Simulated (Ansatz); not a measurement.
Each is relaxed and computed with PBE in the plane-wave PAW code Ansatz. Which is the only metal?
(A) SiO2, rutile
(B) HfSiO4, I4_1/amd (Hf on 4a, Si on 4b, O on 16h)
(C) SiGe, R-3m (Si on 6c, Ge on 6c)
(D) MnSi2, I4/mcm (Si on 8h, Mn on 4a)

D, MnSi2, I4/mcm (Si on 8h, Mn on 4a). MnSi2: metal; SiGe: gap 0.38 eV (indirect); HfSiO4: gap 5.31 eV (indirect); SiO2: gap 5.04 eV (direct). Constructed cells (a structure type filled with these elements, in neither database checked): MnSi2, I4/mcm (Si on 8h, Mn on 4a). Typed or built starts, not in the databases checked: SiGe, R-3m (Si on 6c, Ge on 6c). Not the usual ambient phase: SiO2, rutile. Began spin-polarised and lost the moments: MnSi2, I4/mcm (Si on 8h, Mn on 4a). All cells were relaxed under the symmetry of their starts (and spin orders); stability against distortions was not tested throughout. Rows with no word on spin ran without spin polarisation. Spin–orbit coupling is left out wherever it is not named.

Potentials: the later of the program's two PAW sets.
